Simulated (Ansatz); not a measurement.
Calculated 23Na NMR of the central transition for Na₃WClO₄

Cell: a diffraction structure from the COD whose atoms were relaxed with PBE, the cell held.

Space group P4/nmm:1 (No. 129); a = 7.5181, c = 5.3600 Å.

| site | Wyckoff | site symmetry | x | y | z |
| --- | --- | --- | --- | --- | --- |
| Na1 | 2c | 4mm | 0.5000 | 0.0000 | 0.3584 |
| Na3 | 4d | ..2/m | 0.7500 | 0.2500 | 0.0000 |
| W | 2b | -4m2 | 0.0000 | 0.0000 | 0.5000 |
| Cl | 2c | 4mm | 0.5000 | 0.0000 | 0.8420 |
| O | 8i | .m. | 0.8094 | 0.0000 | 0.2988 |

One atom of each set is listed.

All values are calculated (Ansatz; DFT, PBE, plane waves and PAW, with spin–orbit coupling, 420 eV cutoff, Γ-centred 3×3×4 k-points, Fermi–Dirac smearing 0.02 eV), not measured.

23Na has I = 3/2 and Q = 104.0 mb (Pyykkö 2018); at 9.4 T its Larmor frequency is ν₀ = 105.9 MHz. Only the quadrupole interaction is simulated: positions count from each site's isotropic chemical shift, and J coupling is left out, as are shift anisotropy and dipolar coupling, which fast spinning averages.

(1) Simulate the second-order pattern (fast magic-angle spinning, Gaussian broadening 0.04 kHz) of site Na1 (4 O at 2.35 Å, 2 Cl at 2.59–2.77 Å).

## Answers

(1) The calculation gives C_Q = 1.35 MHz and η = 0.00, so ν_Q = 0.675 MHz and the centre of gravity lies at -4.06 ppm (-0.430 kHz).

offset (kHz), height and a bar:
```
   -1.120          0 
   -1.094          1 
   -1.068          3 #
   -1.041          5 #
   -1.015          5 #
   -0.989          5 #
   -0.962          5 ##
   -0.936          5 ##
   -0.910          5 ##
   -0.884          5 ##
   -0.857          5 ##
   -0.831          6 ##
   -0.805          6 ##
   -0.778          6 ##
   -0.752          6 ##
   -0.726          7 ##
   -0.699         18 ######
   -0.673         64 ###################
   -0.647         74 ######################
   -0.620         54 ################
   -0.594         45 #############
   -0.568         40 ############
   -0.541         38 ###########
   -0.515         36 ###########
   -0.489         35 ###########
   -0.462         35 ##########
   -0.436         34 ##########
   -0.410         34 ##########
   -0.384         35 ###########
   -0.357         36 ###########
   -0.331         38 ###########
   -0.305         40 ############
   -0.278         43 #############
   -0.252         47 ##############
   -0.226         55 ################
   -0.199         71 #####################
   -0.173        100 ##############################
   -0.147         68 ####################
   -0.120         10 ###
   -0.094          0
```

An axis of threefold or higher order runs through Na1, so V_zz lies along it and η is zero.
